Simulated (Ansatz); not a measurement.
Relaxed-ion elastic tensor of Ti3Al in space group Fm-3m (No. 225; Ti on 8c, Ti on 4a, Al on 4b) in GPa (Voigt order), DFT-PBEsol in the program Ansatz with PAW potentials; density 4.36 g/cm³, 16.25 Å³ per atom.

```tsv
	1	2	3	4	5	6
1	129	109	109	0.0	0.0	0.0
2	109	129	109	0.0	0.0	0.0
3	109	109	129	0.0	0.0	0.0
4	0.0	0.0	0.0	63.2	0.0	0.0
5	0.0	0.0	0.0	0.0	63.2	0.0
6	0.0	0.0	0.0	0.0	0.0	63.2
```

Task: Is the crystal mechanically stable?

Result: Yes: the smallest eigenvalue of C is 20.5 GPa.

Task: Work out the Voigt, Reuss and Hill averages.

Result: K_V = 116, K_R = 116, K_H = 116; G_V = 42.0, G_R = 20.6, G_H = 31.3 GPa.

Task: Give Young's modulus, Poisson's ratio, Pugh's ratio and the universal anisotropy index.

Result: E = 9KG/(3K + G) = 86.2 GPa; ν = 0.38; K/G = 3.70 (ductile by the Pugh limit of 1.75); A_U = 5G_V/G_R + K_V/K_R − 6 = 5.19.

Task: Estimate the sound speeds and the Debye temperature.

Result: v_l = √((K + 4G/3)/ρ) = 6010 m/s, v_t = √(G/ρ) = 2680 m/s, mean 3030 m/s; Θ = (h/k)(3n/4πV)^(1/3) v_m = 356 K.

Task: Give the Zener ratio and Young's modulus along [100], [110] and [111].

Result: A = 2C44/(C11 − C12) = 6.17; 1/E = S11 − 2(S11 − S12 − S44/2)Γ with Γ = 0, 1/4, 1/3 gives 29.9, 76.7, 161 GPa.

Task: Solve the Christoffel equation for the three sound speeds along [100], [110], [111].

Result: Eigenvalues of C_ijkl n_j n_l equal ρv². In km/s, slowest first: [100] 3.81, 3.81, 5.45; [110] 1.53, 3.81, 6.47; [111] 2.53, 2.53, 6.78.

The workflow started from a Materials Project entry (that database holds measured and hypothetical structures alike); the Crystallography Open Database copy checked does not list it. With Ti and Al taken as one species the cell has the higher symmetry Im-3m, so it may be an ordered model of a mixed-site phase. It is not the phase usual at ambient conditions (space group No. 194). The cell was relaxed with PBEsol under the symmetry of its start; its stability against distortions is not shown here. Spin order of the final state: ferromagnetic, chosen from 3 collinear starts compared on coarse meshes (ties went to the first, and starts can fall back to one state), not a proven ground state. As this level gives no gap, shear constants depend on the k-mesh and smearing (Fermi–Dirac, 0.1 eV here).

Potentials: the later of the program's two PAW sets.
